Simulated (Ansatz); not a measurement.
Crystal: HfN, rock salt type, 2 atoms in the cell.

The calculation used Ansatz, HSE06, plane waves, PAW datasets (generated soft set 1).

Cutoff 420 eV; exchange singularity: Wigner-Seitz; k-mesh 4×4×4 Γ-centred; Fermi–Dirac smearing of 0.1 eV; no spin polarisation; no spin–orbit coupling.

| V (Å³/atom) | a (Å) | E − E(min) (meV/atom) | P (GPa) |
| --- | --- | --- | --- |
| 10.690 | 4.4058 | 65.02 | 26.51 |
| 11.039 | 4.4532 | 20.67 | 14.62 |
| 11.388 | 4.4996 | 0.01 | 4.51 |
| 11.736 | 4.5450 | 0.00 | -4.12 |
| 12.085 | 4.5896 | 16.90 | -11.44 |

Problem. Fit a third-order Birch–Murnaghan equation of state to the energies.

Solution. V₀ = 11.563 Å³/atom (a₀ = 4.523 Å), B₀ = 284 GPa, B₀′ = 4.48.

The stress includes the program's correction for the finite plane-wave basis.

The k-mesh is coarse, so these values belong to this mesh and can lie far from the converged ones.
